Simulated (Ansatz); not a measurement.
**C₃S₇O: short molecular dynamics at 3800 K**

Computed with DFT PBEsol, scalar-relativistic, plane waves, PAW (Ansatz 0.2.0). The runs took a 420 eV cutoff, a shifted (0.5, 0.5, 0.0 steps) 4×2×1 mesh and Fermi–Dirac smearing (0.33 eV). The mesh is coarse. No spin polarisation.

22 atoms, starting at 1.10 times the perfect crystal's volume (space group P-1); Langevin thermostat at 3800 K (friction 0.02 fs⁻¹), fixed cell; 134 steps of 2 fs. The run is short and not equilibrated.

First frame:

```yaml
crystal:
  lattice:
    - [4.47273, -0.13676, -0.00265]
    - [-0.04838, 9.33586, -0.06467]
    - [1.64130, 2.58630, 11.86035]
  atoms:
    - { symbol: C, position: [0.68687, 0.35212, 0.20947] }
    - { symbol: C, position: [0.31313, 0.64788, 0.79053] }
    - { symbol: C, position: [0.64073, 0.28094, 0.32409] }
    - { symbol: C, position: [0.35927, 0.71906, 0.67591] }
    - { symbol: C, position: [0.34055, 0.53112, 0.31536] }
    - { symbol: C, position: [0.65945, 0.46888, 0.68464] }
    - { symbol: S, position: [0.81519, 0.11681, 0.38581] }
    - { symbol: S, position: [0.18481, 0.88319, 0.61419] }
    - { symbol: S, position: [0.58142, 0.94211, 0.33792] }
    - { symbol: S, position: [0.41858, 0.05789, 0.66208] }
    - { symbol: S, position: [0.83081, 0.92794, 0.18039] }
    - { symbol: S, position: [0.16919, 0.07206, 0.81961] }
    - { symbol: S, position: [0.68713, 0.10884, 0.06741] }
    - { symbol: S, position: [0.31287, 0.89116, 0.93259] }
    - { symbol: S, position: [0.92532, 0.29552, 0.09688] }
    - { symbol: S, position: [0.07468, 0.70448, 0.90312] }
    - { symbol: S, position: [0.51373, 0.52219, 0.17240] }
    - { symbol: S, position: [0.48627, 0.47781, 0.82760] }
    - { symbol: S, position: [0.41214, 0.36814, 0.41930] }
    - { symbol: S, position: [0.58786, 0.63186, 0.58070] }
    - { symbol: O, position: [0.18702, 0.63277, 0.33854] }
    - { symbol: O, position: [0.81298, 0.36723, 0.66146] }
```

```yaml
Mean_temperature_over_the_second_half: 3086 K
Mean_pressure_over_the_second_half_kinetic_part_included: 3.1 GPa
Mean_potential_energy_above_the_perfect_crystal_relaxed_at_volume_ratio_1;_besides_heat_the_difference_comes_from_the_volume_10_%_larger;_its_own_run_had_another_smearing_without_effect_beside_its_gap: 514 meV/atom
Mean-square_drift_of_C_from_first_to_last_step_mean_shift_of_all_atoms_removed: 0.60 Å²
Mean-square_drift_of_O_from_first_to_last_step_mean_shift_of_all_atoms_removed: 2.91 Å²
Mean-square_drift_of_S_from_first_to_last_step_mean_shift_of_all_atoms_removed: 1.62 Å²
```

Pair distribution functions g(r), second half of the run, up to half the cell's height:

```tsv
r (Å)	C-C	C-O	C-S	O-O
1.05	0.0	3.5	0.0	0.0
1.15	0.0	21.9	0.0	0.0
1.25	1.6	19.8	0.0	0.0
1.35	8.5	1.1	0.0	0.0
1.45	9.2	0.0	0.3	0.0
1.55	2.1	0.0	1.6	0.0
1.65	0.5	0.0	3.2	0.0
1.75	0.0	0.0	4.9	0.0
1.85	0.0	0.0	3.1	0.0
1.95	0.0	0.0	1.9	0.0
2.05	0.0	0.0	0.5	2.8
2.15	0.0	0.8	0.3	2.5
```

Along the run (potential energy from its first value; pressure with the kinetic part):

| t (fs) | T (K) | ΔE_pot (meV/atom) | P (GPa) |
| --- | --- | --- | --- |
| 0.0 | 3627 | 0.0 | -4.1 |
| 10.0 | 2456 | 172.7 | -0.1 |
| 20.0 | 3406 | 165.3 | 1.8 |
| 30.0 | 3614 | 198.8 | 2.4 |
| 40.0 | 3338 | 177.9 | 2.9 |
| 50.0 | 2138 | 291.2 | 3.5 |
| 60.0 | 3223 | 247.1 | -1.9 |
| 70.0 | 2551 | 323.6 | 0.6 |
| 80.0 | 3324 | 240.1 | 0.4 |
| 90.0 | 3730 | 276.6 | 5.9 |
| 100.0 | 4244 | 252.9 | 2.0 |
| 110.0 | 3546 | 284.9 | 4.3 |
| 120.0 | 3204 | 316.5 | 2.9 |
| 130.0 | 2750 | 369.7 | 1.9 |
| 140.0 | 3072 | 405.9 | 1.6 |
| 150.0 | 2772 | 416.9 | 1.6 |
| 160.0 | 2762 | 380.0 | 1.2 |
| 170.0 | 2801 | 379.9 | 6.2 |
| 180.0 | 2060 | 462.4 | 7.2 |
| 190.0 | 3348 | 430.3 | 5.2 |
| 200.0 | 3021 | 500.1 | -0.2 |
| 210.0 | 2976 | 561.8 | 1.3 |
| 220.0 | 3626 | 519.7 | -0.1 |
| 230.0 | 3230 | 563.1 | 1.3 |
| 240.0 | 3308 | 591.8 | 4.4 |
| 250.0 | 3513 | 506.8 | 3.5 |
| 260.0 | 4087 | 421.2 | 5.3 |

Cost: 1 run of about 46 core-minutes (earlier runs that led there not counted), on Arm Neoverse V1 (shared hosts).